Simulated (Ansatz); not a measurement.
## TaN: stationary points along a deformation path

All numbers below come from Ansatz 0.2.0, DFT PBEsol, scalar-relativistic, plane waves, PAW. Settings: plane waves to 420 eV, k-mesh 20×20×20 (Γ-centred), Gaussian smearing 0.15 eV. Spin–orbit coupling is left out, which can shift energies with elements as heavy as these. No spin polarisation. Energies are free energies at this smearing, counted from the undisturbed cell; pressure is positive in compression.

Zero of the scan (as given, not relaxed at this level; it stands at 4.4 GPa; this rock-salt form isn't the usual structure):

```
CELL_PARAMETERS angstrom
0.00000 2.17900 2.17900
2.17900 0.00000 2.17900
2.17900 2.17900 0.00000
ATOMIC_POSITIONS crystal
Ta 0.50000 0.50000 0.50000
N 0.00000 0.00000 0.00000
```

At fixed volume and fractional coordinates, lengths along (0.000, 0.000, 1.000) are scaled against those across it; ρ is that ratio over its starting value. V = 10.346 Å³/atom. Δσ is the stress along the axis less the mean stress across it (compression positive).

| ρ | ΔE (meV/atom) | Δσ (GPa) | space group |
| --- | --- | --- | --- |
| 0.650 | 4132.2 | 515.90 | I4/mmm |
| 0.707 | 2451.1 | 400.85 | I4/mmm |
| 0.780 | 1115.9 | 237.70 | I4/mmm |
| 0.850 | 440.9 | 133.84 | I4/mmm |
| 0.920 | 111.3 | 62.86 | I4/mmm |
| 0.960 | 25.9 | 30.30 | I4/mmm |
| 1.000 | 0.0 | 0.00 | Fm-3m |
| 1.050 | 31.9 | -27.76 | I4/mmm |
| 1.100 | 104.6 | -43.97 | I4/mmm |
| 1.200 | 316.2 | -70.17 | I4/mmm |
| 1.300 | 603.2 | -98.07 | I4/mmm |
| 1.414 | 1027.4 | -138.36 | I4/mmm |
| 1.500 | 1423.8 | -174.18 | I4/mmm |

Task: How does the stress give the slope of the energy, and where is the energy stationary?

Result: Along the path d ln(length) is 2/3 d ln ρ on the axis and −1/3 d ln ρ across it, so dE/d ln ρ = −(2/3) V Δσ: the energy falls with ρ where Δσ is positive. Δσ vanishes or changes sign at ρ = 1.000 (Fm-3m), a minimum at 0.0 meV/atom. Pairs of stationary points between two samples would go unseen, and could change a minimum read from distant neighbours into a maximum. At ρ = 1.000 the cell is cubic, where symmetry alone makes the stress isotropic and the slope zero.

Task: Which shear constant sets the curvature at ρ = 1?

Result: For a cubic crystal E/V = (2/3) C (ln ρ)² with C = C′ = (C11 − C12)/2, so Δσ = −2C ln ρ. The parabola of Δσ against ln ρ through ρ = 0.960, 1 and 1.050 gives C ≈ 332 GPa with the ions clamped, rough because the steps are large. It is the stress–strain coefficient at this cell's pressure of 4.4 GPa, not the zero-pressure constant.

Task: Integrate that slope from ρ = 1 to 1.200 by the trapezoid rule.

Result: With V/N in Å³ and 1 eV/Å³ = 160.2 GPa the slopes at ρ = 1.000, 1.050, 1.100, 1.200 are 0, 1195, 1893, 3021 meV/atom per unit of ln ρ. The steps add 29.2 + 71.8 + 213.8 = 314.8 meV/atom, against 316.2 from the energies; the trapezoid rule misses the curvature of the slope within each step.

In a metal these slopes depend on the k mesh and the smearing.